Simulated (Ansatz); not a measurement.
Ansatz run, NbSe$_{2}$Cl

input.yaml (Ansatz 0.2.0)

```yaml
crystal:
  lattice:
    - [3.37837, 0.0, 0.0]
    - [-1.689185, 2.925756, 0.0]
    - [0.0, 0.0, 16.542364]
  atoms:
    - { symbol: Cl, position: [0.0, 0.0, 0.0] }
    - { symbol: Cl, position: [0.0, 0.0, 0.5] }
    - { symbol: Se, position: [0.3333, 0.6667, 0.152] }
    - { symbol: Se, position: [0.6666, 0.3333, 0.652] }
    - { symbol: Se, position: [0.3333, 0.6667, 0.348] }
    - { symbol: Se, position: [0.6667, 0.3334, 0.848] }
    - { symbol: Nb, position: [0.0, 0.0, 0.25] }
    - { symbol: Nb, position: [0.0, 0.0, 0.75] }
  symmetry: { tolerance: 0.0003 }
kpoints:
  mp_grid: { grid: [11, 11, 2], shift: [0, 0, 0] }
  band_path:
    path:
      - [0.0, 0.0, 0.0]
      - [0.5, 1.5e-07, 0.0]
      - [0.33333333, 0.33333348, 0.0]
      - [0.0, 0.0, 0.0]
      - [0.0, 0.0, 0.5]
      - [0.5, 1.5e-07, 0.5]
      - [0.33333333, 0.33333348, 0.5]
      - [0.0, 0.0, 0.5]
      - [0.5, 1.5e-07, 0.5]
      - [0.5, 1.5e-07, 0.0]
      - [0.33333333, 0.33333348, 0.5]
    npoints: 6
magnetization:
  spin_polarized: false
scf:
  occupations: { method: fermi_dirac }
  lower_state_search: "off"
  max_iter: 200
hamiltonian:
  pseudopotentials: { kind: paw }
  xc: r2scan
basis:
  ecutwfc: 500
  fft_grid_basis: typed
output:
  forces: true
  stress: true
  eigenvalues: true
  bader: true
  populations: true
  elf: true
  write_potential: true
  volumetric_format: npy
  dos:
    e_range: [-12, 8]
    de: 0.05
    projected: { site_lists: { Cl: [Cl], Nb: [Nb], Se: [Se] } }
checkpoint:
  read: saved_state
```

The saved state is an earlier solution for the same cell, perhaps on another mesh. 

Output (shortened):

```
Warning: the atoms were moved onto the symmetric positions of the space group found under crystal.symmetry.tolerance 3.0e-4 (fractional; no operation is sought that the atoms, as they stand in a round, miss by more than twice it, and no atom is moved by as much as it), and the run uses the moved positions.
Pseudopotentials: kind: paw
Pseudopotential: Cl, paw, valence charge 7, recommended cutoff 500 eV (meta_gga), Cl.paw.azcp
Pseudopotential: Se, paw, valence charge 16, recommended cutoff 500 eV (meta_gga), Se.paw.azcp
Pseudopotential: Nb, paw, valence charge 13, recommended cutoff 500 eV (meta_gga), Nb.paw.azcp
Functional definition: r2SCAN
  exchange = r2scan_x(k0 = k0, k1 = k1, a1 = a1)
  correlation = r2scan_c
Crystal: 8 atoms, lattice volume = 163.509 Å³
Basis set: ecut = 500 eV, 4141 PW (Γ), exchange–correlation on 100×100×500 points (64 copies of the dense FFT grid, shifted against one another)
Bands: 63, of which v1, the nominal top of the filled ones, is band 52 counted from 1 (51 counted from 0)
Symmetry: 24 space group operations
Space group: P63/mmc (ITA 194), of the structure as read, at distance tolerance 1.6e-3 Å
k-points: 32 of 242
Initial density: read from a saved state, or passed on in memory by an earlier SCF of this step, an earlier step, the calling program or the single point that the run made first
Functional: x = r2scan, c = r2scan; τ floored in thin density (d = 2e-4 eV/Å³)
Free energy (F): -33211.1709 eV
Harris-Foulkes:  -33211.1709 eV  (|F-HF|=2.06e-9)
Internal energy: -33210.8762 eV  (E = F + TS)
E sigma→0 (E₀):  -33211.0235 eV
Entropy (-TS):   -0.2946 eV (-36.830 meV/atom)
Fermi energy:    9.5011 eV
--- Per-component energies (eV) ---
  E_band       = -1803.0487
  E_kinetic    = 1591.3941
  E_local      = -14097.0619  (includes V_loc(G=0)·N_el)
  E_nonlocal   = -2085.0595
  E_hartree    = 6635.1987
  E_xc         = -943.1902
  E_vxc        = -1168.1550  (∫ρ·V_xc dr)
  E_paw        = -15212.9025  (= ΣΔE_a)
  E_vpaw       = 621.5093  (= ΣTr[D̂ρ^β])
  E_aug_tail   = -0.0008  (compensation charges beyond the density's cutoff)
  E_vtau       = 63.9334  (kinetic-family band-sum trace: ∫τ·v_τ [+ j·A + Jᵃ·Aᵃ] dr)
  E_ewald      = -9091.5373
  E_core_change = -7.7168  (= ΣΔE_core)
  E_smearing   = -0.2946  (= −TS)
--- Stress (GPa, compression-positive) ---
        8.6133       0.0000       0.0000
        0.0000       8.6133       0.0000
        0.0000       0.0000       9.4232
  P = ⅓ Tr σ = 8.8833 GPa (88.833 kbar)
--- Löwdin populations: 8 sites ---
  site symbol       q [e]
     0     Cl      7.2923
     1     Cl      7.2923
     2     Se     15.9063
     3     Se     15.9063
     4     Se     15.9063
     5     Se     15.9063
     6     Nb     12.6873
     7     Nb     12.6873
  spilling = 0.0040 (of n_electrons = 104.0000)
--- Bader charges: 8 sites ---
  site symbol  charge [e]  shift [e]
     0     Cl     -0.3336     0.0000
     1     Cl     -0.3336     0.0000
     2     Se     -0.5713     0.0008
     3     Se     -0.5713     0.0008
     4     Se     -0.5713     0.0008
     5     Se     -0.5713     0.0008
     6     Nb      1.4763     0.0016
     7     Nb      1.4763     0.0016
```

Origin: a known structure type with other elements, at an estimated volume, so it need not be a known compound. Caveats: many states at the Fermi level without spin polarisation, so a magnetic state may lie lower.
